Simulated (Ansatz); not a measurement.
Consider a crystal of Li₃Os in space group P-3m1 (No. 164), with Li on 2d and 1a; Os on 1b. The cell of Li₃Os is invented: close-packed layers stacked ABCB (elements of the layers in order: Li Li Li Os).

The calculation used DFT PBE, scalar-relativistic, plane waves, PAW (Ansatz 0.2.0). Cutoff 420 eV, Γ-centred mesh, Gaussian smearing, no spin polarisation.

Energies over the elements count from the elements' standard structures at the same level, with no fitted energy shifts.

Problem. Give the relaxed lattice parameters and positions.

Solution.

Space group P-3m1 (No. 164). a = 2.683 Å, b = 2.683 Å, c = 9.706 Å, α = 90.00°, β = 90.00°, γ = 120.00°
```json
{"atom": "Li", "site": "2d", "symmetry": "3m.", "x": "0.6667", "y": "0.3333", "z": "0.7285"}
{"atom": "Li", "site": "1a", "symmetry": "-3m.", "x": "0.0000", "y": "0.0000", "z": "0.0000"}
{"atom": "Os", "site": "1b", "symmetry": "-3m.", "x": "0.0000", "y": "0.0000", "z": "0.5000"}
```

Around Li on a site of symmetry 3m lie 6 Li at 2.68 Å, 3 Os at 2.71 Å and 3 Li at 3.06 Å; around Li on a site of symmetry -3m lie 6 Li at 2.68 Å and 6 Li at 3.06 Å; Os is surrounded by 6 Os at 2.68 Å and 6 Li at 2.71 Å. Another local minimum with the same sites may exist.

Problem. Where does its energy lie, and is it a metal?

Solution. The formation energy is +0.12 eV/atom and the gap on the 21×21×6 mesh of the 4-atom cell is 0 eV (a metal). It can't be a ground state, since the elements alone are lower.

The last run used Gaussian smearing of 0.10 eV. Spin–orbit coupling, which can matter for Os, is left out. Symmetry constrained the relaxation, so the result can be a saddle point.
